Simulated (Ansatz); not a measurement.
CdPS$_{3}$:
```yaml
crystal:
  lattice:
    - [3.05552, 5.29339, 0.00000]
    - [-3.05552, 5.29339, 0.00000]
    - [-1.99475, 0.00000, 6.40804]
  atoms:
    - { symbol: Cd, position: [0.66780, 0.66780, 0.00000] }
    - { symbol: Cd, position: [0.33220, 0.33220, 0.00000] }
    - { symbol: P, position: [0.05648, 0.94352, 0.17398] }
    - { symbol: P, position: [0.94352, 0.05648, 0.82602] }
    - { symbol: S, position: [0.08488, 0.59659, 0.26288] }
    - { symbol: S, position: [0.91512, 0.40341, 0.73712] }
    - { symbol: S, position: [0.59659, 0.08488, 0.73712] }
    - { symbol: S, position: [0.40341, 0.91512, 0.26288] }
    - { symbol: S, position: [0.23534, 0.76466, 0.74087] }
    - { symbol: S, position: [0.76466, 0.23534, 0.25913] }
```

Cartesian axes are those of the cell as given.

Q: Give the high-frequency dielectric tensor and the Born effective charge tensors of the independent atoms from DFPT, LDA (plane waves, PAW; program Ansatz).

A: 
ε∞:
```
 7.51   0.00  -0.05
 0.00   7.52   0.00
-0.05   0.00   5.21
```
Z* of atom 1 (Cd), rows: field, columns: displacement, in e:
```
 2.94   0.00  -0.02
 0.00   2.95   0.00
 0.02   0.00   1.46
```
Z* of atom 3 (P), rows: field, columns: displacement, in e:
```
 3.10   0.00  -0.03
 0.00   3.07   0.00
-0.07   0.00   0.75
```
Z* of atom 5 (S), rows: field, columns: displacement, in e:
```
-1.68   0.61   0.02
 0.59  -2.35  -0.01
-0.01   0.03  -0.71
```
Z* of atom 9 (S), rows: field, columns: displacement, in e:
```
-2.68   0.00   0.01
 0.00  -1.33   0.00
 0.07   0.00  -0.79
```

Static charges for comparison (Bader): Cd1 +0.81, P3 +1.04, S5 -0.61, S9 -0.62 e. Born charges measure polarisation by displacement and can exceed these by far.

Space group C2/m. The first step of the workflow began from a Materials Project structure, measured or hypothetical; the Crystallography Open Database copy checked does not list it. COD files the formula under space group No. 146, so this cell is another polymorph or a model. Its standing as an ambient phase is unchecked. Symmetry was held in the LDA relaxation; its stability against distortions is not shown here. A crystal of weakly bound layers computed without a dispersion correction: the cell and the soft elastic constants depend strongly on that. Spin–orbit coupling is left out wherever it is not named.

Potentials: the later of the program's two PAW sets.
